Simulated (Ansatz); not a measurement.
The elements of this relaxed trial crystal are hidden behind letters.

```
lattice vectors (Å)
  -2.1276    2.1276    9.0157
   2.1276   -2.1276    9.0157
   2.1276    2.1276   -9.0157
fractional positions
X 0.8389 0.8389 0.0000
X 0.5000 0.5000 0.0000
X 0.1611 0.1611 0.0000
Z 0.2500 0.7500 0.5000
Q 0.5805 0.0805 0.5000
Q 0.9195 0.4195 0.5000
```

Level of theory: Ansatz, DFT PBE, scalar-relativistic, plane waves, PAW. Cutoff 420 eV, Γ-centred 10×10×10 mesh (6-atom cell), Gaussian smearing of 0.02 eV, no spin polarisation.

| Item | Value |
| --- | --- |
| Space group | I-4m2 (No. 119) |
| Conventional cell | a = 4.255 Å, c = 18.031 Å |
| Volume per atom | 27.21 Å³ |
| Density | 4.89 g/cm³ |
| Energy over the elements | −0.645 eV/atom |
| Gap on the 10×10×10 mesh of the 6-atom cell | 0.80 eV |

Energies are uncorrected and count from the elements' standard states at the same level.

**Question.** X is a d-block element of period 5, Z is a p-block element of period 4 and Q is a p-block element of period 3. Which elements are they?

**Answer.** X = Cd, Z = Se, Q = S, so the formula is Cd3SeS2. Density times volume gives a mean mass of 4.89 × 27.21/1.6605 = 80.1 u per atom, and this set has 80.1 u. Cd on a site of symmetry 2mm has 2 S at 2.58 Å and 2 Se at 2.66 Å; Se is surrounded by 4 Cd at 2.66 Å; S is surrounded by 4 Cd at 2.58 Å; 1 more site not described. Other sets within the hints have nearly the same mass, so mass alone doesn't settle it; this one was computed.

Kohn–Sham gaps at this level usually fall short of measured ones. A later test with randomly moved atoms came back to the same energy, though modes that don't fit the test's cell weren't probed.
